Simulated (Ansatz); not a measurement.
Input:

MoS2:
```cif
data_Mo3S6
_chemical_formula_sum 'Mo3 S6'
_space_group_name_H-M_alt 'R-3m :H'
_space_group_IT_number 166
_space_group_name_Hall '-R 3 2"'
_cell_length_a 3.20226
_cell_length_b 3.20226
_cell_length_c 18.28113
_cell_angle_alpha 90.000
_cell_angle_beta 90.000
_cell_angle_gamma 120.000
loop_
_atom_site_label
_atom_site_type_symbol
_atom_site_symmetry_multiplicity
_atom_site_Wyckoff_symbol
_atom_site_fract_x
_atom_site_fract_y
_atom_site_fract_z
_atom_site_occupancy
Mo1 Mo 3 a 0.00000 0.00000 0.00000 1
S1 S 6 c 0.00000 0.00000 0.24816 1
```
(The calculation used a cell of 3 atoms; values per cell refer to that cell.)

This is the r²SCAN+D4-relaxed structure.

Problem. All from plane-wave PAW r²SCAN+D4 (Ansatz code), unless another level is named. Predict the electronic character.

Solution. metallic (no gap).

Problem. Give the formation energy from the elements (no fitted shifts).

Solution. -0.71 eV/atom.

Problem. Predict the density of states at the Fermi level.

Solution. 0.38 states/eV per atom (mean over ±0.08 eV).

The first step of the workflow began from a Materials Project structure, measured or hypothetical; the Crystallography Open Database files this formula in space group No. 166, but the cells were not matched. It is not the phase usual at ambient conditions (space group No. 160, 194). Symmetry was held in the r²SCAN+D4 relaxation; its stability against distortions is not shown here. The run is not spin-polarised. The references are the lowest solids computed at this level, not always the standard phases. Spin–orbit coupling is left out wherever it is not named.

Potentials: the later of the program's two PAW sets.
